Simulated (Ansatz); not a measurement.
Cl:
```xyz
2
Lattice="3.6821 0.0000 0.0000 -1.8410 3.1888 0.0000 0.0000 0.0000 3.9064" Properties=species:S:1:pos:R:3 pbc="T T T"
Cl     0.0000     2.1258     0.9766
Cl     1.8410     1.0629     2.9298
```

Relaxed with PBE. Special points in fractions of this cell's reciprocal vectors: Γ (0.000, 0.000, 0.000); M (0.500, 0.000, 0.000); K (0.333, 0.333, 0.000); A (0.000, 0.000, 0.500); L (0.500, 0.000, 0.500); H (0.333, 0.333, 0.500).

### Question
List the band energies nearest the Fermi level at these points for PBE (plane waves, PAW; program Ansatz).

### Answer
In eV from the Fermi level; about four levels below and three above (degenerate sets whole), none deeper than 8.9 eV; … stands for higher levels left out; points with the same levels are listed once.

| k | below | above |
|---|---|---|
| Γ | -2.14 -2.14 -0.24 -0.24 | 0.77 … |
| M | -3.00 -2.47 -1.34 -1.08 | 0.28 … |
| K | -1.94 -1.94 -1.79 -1.79 | 0.01 … |
| A | -1.18 -1.18 -1.18 -1.18 | … |
| L | -4.48 -4.48 -1.61 -1.61 | 0.13 0.13 … |
| H | -4.39 -4.39 -2.47 -2.47 | 0.74 0.74 … |

Space group P6_3/mmc. A made-up cell: these elements were put on the sites of a structure type; neither database checked (COD, Materials Project) lists it. It is not the usual solid phase (space group No. 64). The cell was relaxed with PBE under the symmetry of its start; whether a distortion lowers the energy is not shown. The substance is a gas or liquid at ambient conditions. A crystal of weakly bound molecules computed without a dispersion correction: the cell and the soft elastic constants depend strongly on that.

Potentials: the later of the program's two PAW sets.
